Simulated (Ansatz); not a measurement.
Relaxed-ion elastic tensor of Ca (body-centred tetragonal, I4/mmm) in GPa (Voigt order), plane-wave PAW PBEsol (Ansatz code); density 1.65 g/cm³, 40.39 Å³ per atom.

|  | 1 | 2 | 3 | 4 | 5 | 6 |
|---|---|---|---|---|---|---|
| 1 | 16.9 | 20.4 | 15.3 | 0.0 | 0.0 | 0.0 |
| 2 | 20.4 | 16.9 | 15.3 | 0.0 | 0.0 | 0.0 |
| 3 | 15.3 | 15.3 | 23.2 | 0.0 | 0.0 | 0.0 |
| 4 | 0.0 | 0.0 | 0.0 | 14.9 | 0.0 | 0.0 |
| 5 | 0.0 | 0.0 | 0.0 | 0.0 | 14.9 | 0.0 |
| 6 | 0.0 | 0.0 | 0.0 | 0.0 | 0.0 | 18.8 |

**Question.** Is the crystal mechanically stable?

**Answer.** No: the smallest eigenvalue of C is -3.4 GPa.

The first step of the workflow began from a Materials Project structure, measured or hypothetical; the Crystallography Open Database copy checked does not list it. It is not the phase usual at ambient conditions (space group No. 225). Symmetry was held in the PBEsol relaxation. At this level the phase is mechanically unstable. As this level gives no gap, shear constants depend on the k-mesh and smearing (Fermi–Dirac, 0.1 eV here).

Potentials: the earlier of the program's two PAW sets. The files were generated under PBE; for other functionals the program regenerates the frozen cores, and for LDA and PBEsol the local potential too.
